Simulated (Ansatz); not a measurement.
# A trial form of Ca₄F

Theory: Ansatz, DFT PBE, scalar-relativistic, plane waves, PAW. Cutoff 420 eV, Gaussian smearing, Γ-centred meshes. Cell and atoms relax first on a coarse mesh and then on a finer one. In between, the cell is made exact in the group found at 0.06 Å. In metals the finer mesh still leaves noise of several meV/atom or more. The steps can't lower the symmetry of their start. No spin polarisation.

Recipe of this trial structure of Ca₄F: random cell by space group and Wyckoff sites (F-43m, No. 216). Lengths were set from tabulated atomic sizes, so they are only a guess.

```xyz
5
Lattice="0.0000 3.8617 3.8617 3.8617 0.0000 3.8617 3.8617 3.8617 0.0000" Properties=species:S:1:pos:R:3 pbc="T T T"
Ca    2.9064    2.9064    2.9064
Ca    4.8170    4.8170    2.9064
Ca    4.8170    2.9064    4.8170
Ca    2.9064    4.8170    4.8170
F     3.8617    3.8617    3.8617
```

The zero of energy is the elements' standard structures at the same level (F₂ as a molecule); no fitted shifts are applied.

Question: Where does the relaxation end?

Answer: The symmetry stays F-43m (No. 216). The volume per atom grows by 169.3 %, from 23.0 to 62.0 Å³. The shortest distance goes from 1.65 Å (Ca–F) to 2.38 Å (Ca–F). The energy falls by about 3.9 eV/atom (the start's value is from the coarse mesh). The end is written in a standard setting, so origin, axes and order of atoms can differ from the start's. Conventional cell: a = 10.745 Å. Ca is surrounded by 1 F at 2.38 Å and 6 Ca at 3.71–3.88 Å; F is surrounded by 4 Ca at 2.38 Å.

```cif
data_structure
_symmetry_space_group_name_H-M 'F-43m'
_symmetry_Int_Tables_number 216
_cell_length_a 10.7450
_cell_length_b 10.7450
_cell_length_c 10.7450
_cell_angle_alpha 90.000
_cell_angle_beta 90.000
_cell_angle_gamma 90.000
_cell_volume 1240.58
loop_
_atom_site_label
_atom_site_type_symbol
_atom_site_symmetry_multiplicity
_atom_site_Wyckoff_symbol
_atom_site_fract_x
_atom_site_fract_y
_atom_site_fract_z
_atom_site_occupancy
Ca1 Ca 16 e 0.87220 0.37220 0.12780 1
F1 F 4 b 0.50000 0.00000 0.00000 1
```

Question: How does it come out in energy, and is it a metal?

Answer:

| Quantity | Value |
| --- | --- |
| Formation energy | −0.43 eV/atom |
| Gap on the 6×6×6 mesh of the 5-atom cell | 0 eV (a metal) |

Whether it is stable depends on the other phases of the system, which aren't compared here.

The last run used Gaussian smearing of 0.10 eV. The cell is a metal run without spin; a magnetic state may lie lower. Symmetry constrained the relaxation, so the result can be a saddle point.
